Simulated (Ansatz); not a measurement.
Here is an unrelaxed guess for GeN2.

Only a and b repeat, and vacuum parts the sheet from its images along c.

```
Ge N
1.0
     2.92791    0.00000    0.00000
    -1.46396    2.53565    0.00000
     0.00000    0.00000   22.00000
Ge N
2 4
Direct
  0.66667 0.33333 0.38646
  0.00000 0.00000 0.61354
  0.00000 0.00000 0.43659
  0.33333 0.66667 0.33974
  0.66667 0.33333 0.56341
  0.33333 0.66667 0.66026
```

These are results of DFT PBE+D3(BJ), scalar-relativistic, plane waves, PAW in Ansatz 0.2.0, not measurements. Settings: cutoff 420 eV, Γ-centred mesh 6×6×1 on the computed 6-atom cell, Gaussian smearing of 0.10 eV; no spin polarisation.

Formation energies are uncorrected and refer to the elements' standard structures at the same level (N₂ as a molecule).

Q: How far from equilibrium is it?

A: The largest force is 0.76 eV/Å, and the energy is +1.47 eV/atom against the elements. The shortest distance is 1.98 Å.

Q: How much does it gain on relaxing, and where does it end?

A: Relaxing gains about 0.71 eV/atom (the start's value is from the coarse mesh, so the gain is rough) in 32 ionic steps and ends at +0.76 eV/atom on the finer mesh. The symmetry stays p-3m1 (No. 72). The area per atom grows by 14.1 %, from 1.2 to 1.4 Å². The shortest distance goes from 1.98 Å (Ge–N) to 1.81 Å (N–N). In-plane cell: a = 3.128 Å, b = 3.128 Å, γ = 120.0°, thickness 5.10 Å between the outermost nuclei. Ge at height 0.55 Å has 4 N at 1.89–1.92 Å; N at height 2.63 Å has 3 N at 1.81 Å and 1 Ge at 1.92 Å; N at height 0.00 Å has 3 Ge at 1.89 Å.

The last run used a 12×12×1 mesh for its 6-atom cell and Gaussian smearing of 0.10 eV. The relaxation can't lower the symmetry of the start. A structure relaxed within its symmetry needn't be a true minimum.
